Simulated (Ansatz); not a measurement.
## Al5GaP6 (P3m1) at 2 levels of theory

One geometry, relaxed with PBE; plane waves with PAW potentials in Ansatz, scalar-relativistic. No spin polarisation. Gaps are the least over mesh and band path; pressure is positive in compression.

```cif
data_structure
_symmetry_space_group_name_H-M 'P3m1'
_symmetry_Int_Tables_number 156
_cell_length_a 3.8862
_cell_length_b 3.8862
_cell_length_c 19.1566
_cell_angle_alpha 90.000
_cell_angle_beta 90.000
_cell_angle_gamma 120.000
_cell_volume 250.55
loop_
_atom_site_label
_atom_site_type_symbol
_atom_site_symmetry_multiplicity
_atom_site_Wyckoff_symbol
_atom_site_fract_x
_atom_site_fract_y
_atom_site_fract_z
_atom_site_occupancy
Al1 Al 1 c 0.66667 0.33333 0.16627 1
Al2 Al 1 c 0.66667 0.33333 0.49993 1
Al3 Al 1 c 0.66667 0.33333 0.83319 1
Al4 Al 1 b 0.33333 0.66667 0.99979 1
Al5 Al 1 b 0.33333 0.66667 0.66658 1
Ga1 Ga 1 b 0.33333 0.66667 0.33352 1
P1 P 1 c 0.66667 0.33333 0.29117 1
P2 P 1 c 0.66667 0.33333 0.62485 1
P3 P 1 c 0.66667 0.33333 0.95805 1
P4 P 1 b 0.33333 0.66667 0.12466 1
P5 P 1 b 0.33333 0.66667 0.45852 1
P6 P 1 b 0.33333 0.66667 0.79146 1
```

```tsv
level	cutoff (eV)	k mesh	gap (eV)	pressure (GPa)
PBE	420	12×12×2	1.71	0.0
```

Question: What comes out on the same cell with LDA?

Answer:
```csv
level,cutoff (eV),k mesh,gap (eV),pressure (GPa)
LDA,420,12×12×2,1.56,-3.6
```

It was reached by relaxing an invented guess, and it needn't be the stable form of this composition.
